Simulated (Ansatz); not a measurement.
Method: Ansatz, DFT PBE, scalar-relativistic, plane waves, PAW. All cells share a 420 eV cutoff and Γ-centred k meshes spaced at most about 0.3 Å⁻¹ (about 0.25 or finer for metals, 2π included). No spin polarisation in the final relaxations.

All energies are static (0 K, no zero-point motion). All come from trial cells, and lower structures may exist.

Question: These unrelaxed guesses for MgZn4Te are each relaxed within their symmetry. Order them by the energy at which they end, lowest first.
A.

```xyz
6
Lattice="-2.7134 2.7134 3.5831 2.7134 -2.7134 3.5831 2.7134 2.7134 -3.5831" Properties=species:S:1:pos:R:3 pbc="T T T"
Mg    0.0000    0.0000    0.0000
Zn    0.0000    2.7134    0.8963
Zn    2.7134    0.0000    0.8963
Zn    2.7134    0.0000    2.6868
Zn    0.0000    2.7134    2.6868
Te    0.0000    0.0000    3.5831
```

B.

```xyz
6
Lattice="0.0000 3.8180 3.8180 3.8180 0.0000 3.8180 3.8180 3.8180 0.0000" Properties=species:S:1:pos:R:3 pbc="T T T"
Mg    1.9090    1.9090    1.9090
Zn    2.8624    2.8624    4.7736
Zn    4.7736    4.7736    4.7736
Zn    4.7736    2.8624    2.8624
Zn    2.8624    4.7736    2.8624
Te    0.0000    0.0000    0.0000
```

C.

```xyz
6
Lattice="3.2381 0.0000 0.0000 -1.6190 2.8043 0.0000 0.0000 0.0000 12.2483" Properties=species:S:1:pos:R:3 pbc="T T T"
Mg    0.0000    0.0000    0.0000
Zn    1.6190    0.9348   10.6794
Zn    1.6190    0.9348    4.6188
Zn    0.0000    1.8695    7.6294
Zn    0.0000    1.8695    1.5688
Te    0.0000    0.0000    6.1241
```

Answer: B (ends in F-43m, 0 meV/atom), C (ends in P-3m1, 47 meV/atom), A (ends in I4/mmm, 127 meV/atom). Even the lowest end lies +0.08 eV/atom against the elements.

Spin–orbit coupling, which can matter for Te, is left out. Cells relaxed within their symmetry can be saddle points. Some structure types and database cells were kept out of the candidates from the start, so a known form may be missing.
